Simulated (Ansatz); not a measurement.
Polymorphs of Mg₂Si, each relaxed with HSE06 (plane waves, PAW; program Ansatz):

A: fluorite or antifluorite type (Fm-3m)
a = b = c = 6.337 Å, α = β = γ = 90.00°

```json
[
 {"atom": "Si", "site": "4a", "symmetry": "m-3m", "x": "0.0000", "y": "0.0000", "z": "0.0000"},
 {"atom": "Mg", "site": "8c", "symmetry": "-43m", "x": "0.2500", "y": "0.2500", "z": "0.2500"}
]
```

B: Pn-3m
a = 5.7998 Å, b = 5.7998 Å, c = 5.7998 Å, α = 90.00°, β = 90.00°, γ = 90.00°

```tsv
atom	site	symmetry	x	y	z
Mg	4c	.-3m	0.7500	0.7500	0.7500
Si	2a	-43m	0.0000	0.0000	0.0000
```

Problem. Put the candidates in order of energy per atom at 0 K, lowest first, for HSE06.

Solution. A (+0 meV/atom), B (+610 meV/atom)

Problem. Give each one's gap.

Solution. A 0.56 eV; B 0.78 eV.

Constructed cells (a structure type filled with these elements, in neither database checked): B. Not the usual ambient phase: B. All cells were relaxed under the symmetry of their starts (and spin orders); stability against distortions was not tested throughout.

Potentials: the later of the program's two PAW sets.
